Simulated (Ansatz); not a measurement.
An Ansatz (a first-principles code) run. Input:

Ansatz 0.2 input:
```yaml
crystal:
  lattice:
    - [-2.4052019623, 2.4052019623, 2.4052019623]
    - [2.4052019623, -2.4052019623, 2.4052019623]
    - [2.4052019623, 2.4052019623, -2.4052019623]
  atoms:
    - { symbol: Sr, position: [0.0, 0.0, 0.0] }
kpoints:
  mp_grid: { grid: [16, 16, 16] }
hamiltonian:
  xc: r2scan
  pseudopotentials: { kind: paw }
scf:
  occupations: { method: fermi_dirac, width: 0.1 }
phonons:
  method: dfpt
  response_accuracy: low
  qmesh: [4, 4, 4]
  interpolated_qmesh: [16, 16, 16]
  dielectric: false
  rigid_motions: translations
  temperatures: { t_max: 1000, t_step: 50 }
  qpath:
    path:
      - [[0.0, 0.0, 0.0], [0.5, -0.5, 0.5], [0.0, 0.0, 0.5], [0.0, 0.0, 0.0], [0.25, 0.25, 0.25], [0.5, -0.5, 0.5]]  # Γ-H-N-Γ-P-H
      - [[0.25, 0.25, 0.25], [0.0, 0.0, 0.5]]  # P-N
    npoints: 13
```

Output (shortened):

```
Pseudopotential: Sr, paw, valence charge 10
Functional definition: r2SCAN
Crystal: 1 atoms, lattice volume = 55.656 Å³
Basis set: ecut = 500 eV, 1433 PW (Γ), exchange–correlation on 160×160×160 points (125 copies of the dense FFT grid, shifted against one another)
Bands: 9, of which v1, the nominal top of the filled ones, is band 5 counted from 1 (4 counted from 0)
Symmetry: 48 space group operations
k-points: 349 of 4096 (irreducible under 8 space group operations, time reversal used)
SCF iter   1: F=—  HF=-3555.101029 eV  |F-HF|=—  |Δ(HF+E_count)|=         —  Δρ=2.27e-3  dr2=3.26e-3  dr2_τ=2.10e-3  ethr=1.77e-3  ⟨swp⟩=6.7  Hψ=29046  notcnv=0
preconditioner: auto → Kerker (q_TF=auto, 2.049 Å⁻¹)
SCF iter   2: F=—  HF=-3555.126318 eV  |F-HF|=—  |Δ(HF+E_count)|=   2.53e-2  Δρ=1.79e-3  dr2=1.81e-3  dr2_τ=7.88e-5  ethr=3.26e-5  ⟨swp⟩=2.0  Hψ=9067  notcnv=0
SCF iter   3: F=—  HF=-3555.126983 eV  |F-HF|=—  |Δ(HF+E_count)|=   6.64e-4  Δρ=4.46e-4  dr2=1.90e-4  dr2_τ=5.63e-5  ethr=1.81e-5  ⟨swp⟩=2.5  Hψ=4828  notcnv=0
SCF iter   4: F=—  HF=-3555.127043 eV  |F-HF|=—  |Δ(HF+E_count)|=   6.00e-5  Δρ=2.38e-4  dr2=1.83e-5  dr2_τ=2.10e-6  ethr=1.90e-6  ⟨swp⟩=2.6  Hψ=5187  notcnv=0
SCF iter   5: F=—  HF=-3555.127040 eV  |F-HF|=—  |Δ(HF+E_count)|=   2.33e-6  Δρ=4.45e-5  dr2=5.86e-7  dr2_τ=8.09e-8  ethr=1.83e-7  ⟨swp⟩=2.1  Hψ=4617  notcnv=0
SCF iter   6: F=—  HF=-3555.127044 eV  |F-HF|=—  |Δ(HF+E_count)|=   3.43e-6  Δρ=1.92e-5  dr2=9.05e-8  dr2_τ=3.50e-8  ethr=5.86e-9  ⟨swp⟩=2.3  Hψ=4267  notcnv=0
SCF iter   7: F=—  HF=-3555.127044 eV  |F-HF|=—  |Δ(HF+E_count)|=   1.24e-7  Δρ=4.40e-6  dr2=5.43e-9  dr2_τ=2.78e-9  ethr=9.05e-10  ⟨swp⟩=2.1  Hψ=3771  notcnv=0
SCF iter   8: F=—  HF=-3555.127044 eV  |F-HF|=—  |Δ(HF+E_count)|=   1.19e-8  Δρ=8.09e-7  dr2=1.82e-10  dr2_τ=2.74e-11  ethr=5.43e-11  ⟨swp⟩=2.4  Hψ=4919  notcnv=0
SCF iter   9: F=-3555.127044 eV  HF=-3555.127044 eV  |F-HF|=6.37e-12  |Δ(HF+E_count)|=  1.94e-10  Δρ=1.40e-7  dr2=5.27e-12  dr2_τ=6.59e-13  ethr=1.00e-12  ⟨swp⟩=5.4  Hψ=16057  notcnv=0
SCF 1 converged in 9 iterations: F = -3555.127044 eV  dr2 = 5.27e-12
DFPT response loops at Γ: preconditioner auto → Kerker (q_TF=auto, 2.049 Å⁻¹) (partly filled bands, converged f_vac=0.000) …
NSCF: frozen V_eff on 145 k-points
NSCF: frozen V_eff on 4352 k-points
DFPT response loops at q = (0, 0, 0.25) (fractional): mixed as the last ones told, above
NSCF: frozen V_eff on 2196 k-points
DFPT response loops at q = (0, 0, -0.5) (fractional): mixed as the last ones told, above
NSCF: frozen V_eff on 8192 k-points
DFPT response loops at q = (0, 0.25, 0.25) (fractional): mixed as the last ones told, above
NSCF: frozen V_eff on 1178 k-points
DFPT response loops at q = (0.25, 0.25, 0.25) (fractional): mixed as the last ones told, above
NSCF: frozen V_eff on 2320 k-points
DFPT response loops at q = (0.25, 0.25, -0.25) (fractional): mixed as the last ones told, above
NSCF: frozen V_eff on 4352 k-points
DFPT response loops at q = (0.25, -0.5, -0.5) (fractional): mixed as the last ones told, above
NSCF: frozen V_eff on 698 k-points
DFPT response loops at q = (-0.5, -0.5, -0.5) (fractional): mixed as the last ones told, above
SCF converged after 9 iterations
Free energy (F): -3555.127044 eV
Harris-Foulkes:  -3555.127044 eV  (|F-HF|=6.37e-12)
Internal energy: -3555.080503 eV  (E = F + TS)
E sigma→0 (E₀):  -3555.103773 eV
Entropy (-TS):   -0.046541 eV (-46.541 meV/atom)
Fermi energy:    5.002729 eV
--- Per-component energies (eV) ---
  E_band       = -144.163102
  E_kinetic    = 241.898185
  E_local      = -773.188209  (includes V_loc(G=0)·N_el)
  E_nonlocal   = 202.042052
  E_hartree    = 195.797945
  E_xc         = -161.081402
  E_vxc        = -174.155516  (∫ρ·V_xc dr)
  E_paw        = -2715.712068  (= ΣΔE_a)
  E_vpaw       = -41.677161  (= ΣTr[D̂ρ^β])
  E_aug_tail   = -0.000001  (compensation charges beyond the density's cutoff)
  E_vtau       = 9.321674  (kinetic-family band-sum trace: ∫τ·v_τ [+ j·A + Jᵃ·Aᵃ] dr)
  E_ewald      = -544.690969
  E_core_change = -0.146037  (= ΣΔE_core)
  E_smearing   = -0.046541  (= −TS)
  E_closure    = 0.000000  (closes the sum)
  Σ components = -3555.127044   (vs F -3555.127044, Δ=0.00e0)
  [band-id]    e_kinetic+e_local+e_nonlocal+2·e_hartree+e_vxc+e_vpaw+e_augmentation_tail+e_vtau = -144.163087   (vs E_band -144.163102, Δ=1.55e-5)
--- Band table (eV; the first three rows and the last of 349) ---
  k-point 0: bands = ["-32.9517", "-14.2125", "-14.2125", "-14.2125", "1.1915", "7.7616", "7.7616", "7.7616", "9.1052"]
  k-point 1: bands = ["-32.9511", "-14.2203", "-14.2150", "-14.2125", "1.2611", "7.6931", "7.7137", "7.8274", "8.9961"]
  k-point 2: bands = ["-32.9494", "-14.2426", "-14.2221", "-14.2125", "1.4663", "7.5120", "7.5186", "8.0232", "8.8230"]
  k-point 348: bands = ["-32.9241", "-14.3531", "-14.3531", "-14.3531", "4.9329", "4.9329", "8.8115", "8.8115", "8.8115"]
--- Phonons (Γ-DFPT): 1 representative perturbation + reference, on 349 of 4096 k-points (Σ response iterations 6) ---
  ASR residual: 2.148e-4 → 0.000e0 eV/Å²; symmetrization residual: 9.151e-19 eV/Å²
  ASR residual per site (eV/Å²): 2.15e-4
  Γ frequencies (cm⁻¹): 0.00 0.00 0.00
  non-analytic LO–TO correction: not included (Born effective charges unavailable; polar crystals …
--- Phonons (arbitrary-q DFPT): 8 irreducible q on the 4×4×4 mesh ---
  q = [0.0000, 0.0000, 0.0000] (star 1, of the zone-centre solve; hermiticity 3.76e-15, symmetrization 3.93e-15):  0.00  0.00 0.00
  q = [0.0000, 0.0000, 0.2500] (star 12, 2 solved perturbations in 3336 linear systems a pass and spin channel, the states on 2176 of 4096 k-point pairs; hermiticity 5.18e-13, symmetrization 1.08e-12): 16.53 50.15 70.48
  q = [0.0000, 0.0000, -0.5000] (star 6, 2 solved perturbations in 1719 linear systems a pass and spin channel, the states on 1098 of 4096 k-point pairs; hermiticity 2.09e-13, symmetrization 5.54e-13): 25.61 72.99 96.66
  q = [0.0000, 0.2500, 0.2500] (star 24, 2 solved perturbations in 6272 linear systems a pass and spin channel, the states on 4096 of 4096 k-point pairs; hermiticity 4.80e-5, symmetrization 3.82e-13): 44.26 74.11 92.49
  q = [0.2500, 0.2500, 0.2500] (star 2, 1 solved perturbation on 589 of 4096 k-point pairs; hermiticity 1.86e-13, symmetrization 9.19e-13): 76.45 76.45 76.45
  q = [0.2500, 0.2500, -0.2500] (star 6, 2 solved perturbations in 1808 linear systems a pass and spin channel, the states on 1160 of 4096 k-point pairs; hermiticity 4.30e-13, symmetrization 2.78e-13): 65.25 72.03 72.03
  q = [0.2500, -0.5000, -0.5000] (star 12, 2 solved perturbations in 3336 linear systems a pass and spin channel, the states on 2176 of 4096 k-point pairs; hermiticity 4.92e-14, symmetrization 1.91e-13): 68.41 89.68 100.94
  q = [-0.5000, -0.5000, -0.5000] (star 1, 1 solved perturbation on 349 of 4096 k-point pairs; hermiticity 1.66e-13, symmetrization 4.53e-13): 104.55 104.55 104.55
  sum rule: each row above includes the acoustic sum rule's correction from the zone centre's row sums; it moved no ω² by more than (0.82 cm⁻¹)²
  mesh force constants: q→R imaginary residual 0.00e0; ASR residual 2.148e-4 → 0.000e0 eV/Å²; symmetrization residual 1.332e-15 eV/Å²
  interpolated dispersion: 80 rows × 3 modes
  density of states and harmonic sums: on the 16×16×16 q-mesh, interpolated from the force constants of a 4×4×4 supercell (no non-analytic term)
  largest difference from the sums on the solved wave vectors: F 9.66e-3 eV, S 1.36e-5 and C_V 3.98e-6 eV/K
  zero-point energy: 0.012699 eV/cell   skipped modes (ω ≤ 0): 3   left out of the sums: 2.44e-4 of the cell's modes …
```

Cost: about 50 core-minutes (a rough figure) on shared cores.

Space group Im-3m (bcc (W type)). This is a known high-temperature phase of the composition, computed here at zero pressure and temperature. The cell was relaxed with r²SCAN under the symmetry of its start. As this level gives no gap, phonon frequencies hold no LO–TO term and depend on the k-mesh and smearing (Fermi–Dirac, 0.1 eV here). Scalar-relativistic: spin–orbit coupling is off unless named, which matters more the heavier the elements.

Potentials: the later of the program's two PAW sets.

Ansatz is a plane-wave DFT program.
